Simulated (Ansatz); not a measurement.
**Profile along the As–B line in BAs (zinc blende)**

BAs (zinc blende), conventional cell a = b = c = 4.809 Å, α = β = γ = 90.00°. The calculation uses the primitive cell of 2 atoms, to which meshes and values per cell refer.

Fields along a shortest As–B line of a {110} plane (2.08 Å), from As to B, interpolated on the slice's grid (step about 0.2 Å). Computed with PBE (plane waves to 420 eV, PAW, scalar-relativistic; Ansatz, an electronic-structure program). k mesh 12×12×12. Inside the PAW spheres the values are not all-electron values, and peaks at nuclei hang on which shells count as valence. BAs was relaxed with its symmetry unable to fall.

| distance from As (Å) | valence electron density (e/Å³) | electron localisation function |
|---|---|---|
| 0.00 | 33.97 | x |
| 0.21 | 24.86 | x |
| 0.42 | 10.06 | 0.25 |
| 0.62 | 2.74 | 0.55 |
| 0.83 | 1.02 | 0.75 |
| 1.04 | 0.77 | 0.87 |
| 1.25 | 0.74 | 0.91 |
| 1.46 | 0.78 | 0.82 |
| 1.66 | 0.73 | 0.37 |
| 1.87 | 0.44 | x |
| 2.08 | 0.23 | x |

x: too close to a nucleus for the ELF to mean much.

Density on the As–B line (2.08 Å) at its density minimum, 1.2 Å from As: 0.73 e/Å³. ELF at that point: 0.9. ELF maximum in the middle third of the As–B line: 0.91, 1.2 Å from As.
